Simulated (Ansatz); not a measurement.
Polymorphs of SiO$_{2}$, each relaxed with DFT-r²SCAN in the program Ansatz with PAW potentials:

A: rutile (P4_2/mnm)
a = b = 4.185 Å, c = 2.669 Å, α = β = γ = 90.00°

```csv
atom,site,symmetry,x,y,z
Si,2a,m.mm,0.0000,0.0000,0.0000
O,4f,m.2m,0.3061,0.3061,0.0000
```

B: P3_121
a = b = 4.921 Å, c = 5.416 Å, α = β = 90.00°, γ = 120.00°

| atom | site | symmetry | x | y | z |
|---|---|---|---|---|---|
| Si | 3a | .2. | 0.5310 | 0.5310 | 0.0000 |
| O | 6c | 1 | 0.4132 | 0.2690 | 0.2154 |

C: P4_2/nmc
a = b = 2.8254 Å, c = 8.1884 Å, α = β = γ = 90.00°

```csv
atom,site,symmetry,x,y,z
Si,2a,-4m2,0.0000,0.0000,0.0000
O,4d,2mm.,0.0000,0.5000,0.1020
```

Task: Order them by energy per atom at 0 K (lowest first) at the level r²SCAN.

Result: B (+0 meV/atom), A (+143 meV/atom), C (+247 meV/atom)

Task: Give each one's gap.

Result: A 6.51 eV; B 6.60 eV; C 5.93 eV.

Constructed cells (a structure type filled with these elements, in neither database checked): C. Not the usual ambient phase: A; C. All cells were relaxed under the symmetry of their starts (and spin orders); stability against distortions was not tested throughout.

Energies hold the estimated change up to a 700 eV cutoff; steps of a few meV lie near the error of the meshes.

Potentials: the later of the program's two PAW sets.
